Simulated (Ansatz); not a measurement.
Data:

WC:
```cif
data_CW
_chemical_formula_sum 'W1 C1'
_space_group_name_H-M_alt 'P 1'
_space_group_IT_number 1
_cell_length_a 3.05683
_cell_length_b 3.05683
_cell_length_c 3.05683
_cell_angle_alpha 60.000
_cell_angle_beta 60.000
_cell_angle_gamma 60.000
loop_
_space_group_symop_operation_xyz
  'x, y, z'
loop_
_atom_site_label
_atom_site_type_symbol
_atom_site_fract_x
_atom_site_fract_y
_atom_site_fract_z
_atom_site_occupancy
W1 W 0.00000 0.00000 0.00000 1
C1 C 0.50000 0.50000 0.50000 1
```

This is the LDA-relaxed structure.

Task: All from plane-wave PAW LDA (Ansatz code), unless another level is named. Estimate the electronic character.

Result: metallic (no gap).

Task: Give the density of states at the Fermi level.

Result: 0.53 states/eV per atom (mean over ±0.08 eV).

Task: Predict the formation energy from the elements (no fitted shifts).

Result: 0.20 eV/atom.

Space group Fm-3m (rock salt). The first step of the workflow began from a Materials Project structure, measured or hypothetical; the Crystallography Open Database copy checked does not list it. It is not the phase usual at ambient conditions (space group No. 187). The cell was relaxed with LDA under the symmetry of its start; its stability against distortions is not shown here. No spin polarisation was allowed. Its formation energy is positive at this level, so the cell may be metastable or incomplete. The references are the lowest solids computed at this level, not always the standard phases. Spin–orbit coupling is left out wherever it is not named.

Potentials: the earlier of the program's two PAW sets. The files were generated under PBE; for other functionals the program regenerates the frozen cores, and for LDA and PBEsol the local potential too.
